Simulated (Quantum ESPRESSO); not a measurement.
NMR parameters of Cs2AgBiF6

```yaml
crystal:
  lattice:
    - [0.00000, 4.67407, 4.67407]
    - [4.67407, 0.00000, 4.67407]
    - [4.67407, 4.67407, 0.00000]
  atoms:
    - { symbol: Cs, position: [0.75000, 0.75000, 0.75000] }
    - { symbol: Cs, position: [0.25000, 0.25000, 0.25000] }
    - { symbol: Ag, position: [0.50000, 0.50000, 0.50000] }
    - { symbol: Bi, position: [0.00000, 0.00000, 0.00000] }
    - { symbol: F, position: [0.75873, 0.24127, 0.24127] }
    - { symbol: F, position: [0.24127, 0.75873, 0.75873] }
    - { symbol: F, position: [0.24127, 0.75873, 0.24127] }
    - { symbol: F, position: [0.75873, 0.24127, 0.75873] }
    - { symbol: F, position: [0.24127, 0.24127, 0.75873] }
    - { symbol: F, position: [0.75873, 0.75873, 0.24127] }
```
The cell comes from the Materials Project (a computed structure). It is Cs2AgBiF6 in Fm-3m; whether this form has been observed was not checked. Stability against distortions was not tested. The run has no spin polarisation.

Shieldings are absolute and leave out the bulk-susceptibility term; a larger σ means a smaller chemical shift. In our sweeps, cutoffs and meshes of this size left a few ppm, and up to some 20 ppm on atoms from Zn on. Spin–orbit coupling is left out; its weight grows with the heaviest atom, Bi here. Static lattice: thermal averaging is not included.

Shieldings of H and of elements past Ba are not listed.

Ω = σ33 − σ11 of the symmetric part; where symmetry doesn't make it nil, it is less certain than σ_iso.

Problem. What do the calculations give at each independent site (shieldings by PBE GIPAW (a modified build of Quantum ESPRESSO, JTH PAW datasets), 22.5 Ha, k-mesh 4×4×4 shifted, f-sum rule met within 0.002 %)?

Solution. 
```tsv
site	site symmetry	σ_iso (ppm)	span Ω (ppm)
Cs (atoms 1, 2)	-43m	5539	0
Ag (atom 3)	m-3m	3962	0
Bi (atom 4)	m-3m	–	–
F (atoms 5, 6, 7, 8, 9, 10)	4mm	210	123
```
